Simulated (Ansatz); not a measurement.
Total density of states per atom from DFT-PBE in the program Ansatz with PAW potentials, in 0.25 eV bins, energy from the Fermi level:

(E (eV), states/eV/atom): (-7.85, 0.08); (-7.60, 0.09); (-7.35, 0.11); (-7.10, 0.14); (-6.85, 0.17); (-6.60, 0.25); (-6.35, 0.63); (-6.10, 0.83); (-5.85, 1.08); (-5.60, 1.06); (-5.35, 1.45); (-5.10, 1.51); (-4.85, 1.02); (-4.60, 2.40); (-4.35, 2.30); (-4.10, 1.37); (-3.85, 1.42); (-3.60, 2.00); (-3.35, 1.62); (-3.10, 1.06); (-2.85, 1.28); (-2.60, 0.61); (-2.35, 0.45); (-2.10, 0.35); (-1.85, 0.31); (-1.60, 0.31); (-1.35, 0.41); (-1.10, 1.01); (-0.85, 1.47); (-0.60, 1.79); (-0.35, 1.85); (-0.10, 1.60); (0.15, 1.90); (0.40, 1.65); (0.65, 0.86); (0.90, 0.56); (1.15, 0.58); (1.40, 0.74); (1.65, 1.25); (1.90, 1.41); (2.15, 1.14); (2.40, 0.43); (2.65, 0.21); (2.90, 0.19); (3.15, 0.48); (3.40, 0.38); (3.65, 0.34); (3.90, 0.33); (4.15, 0.32); (4.40, 0.31); (4.65, 0.31)

Q: Pick the material that matches.
A) ZrSi, CsCl type
B) MoPt, CsCl type
C) PtSe2, CdI2 type
D) BAs, CsCl type

A: B, MoPt, CsCl type. Within 0.5 eV of the Fermi level: Mo 4d 68 %, Pt 5d 24 %. Projections are on Löwdin-orthogonalised atomic valence shells; empty p or d shells of many metals are not among them.

Space group Pm-3m (CsCl type). The start of the workflow was typed in or built on a structure type; neither database checked (COD, Materials Project) lists it. Its standing as an ambient phase is unchecked. The PBE relaxation kept the symmetry of its start; its stability against distortions is not shown here. The run is not spin-polarised. Its formation energy is positive at this level, so the cell may be metastable or incomplete. Scalar-relativistic: spin–orbit coupling is off unless named, which matters more the heavier the elements.

Potentials: the later of the program's two PAW sets.
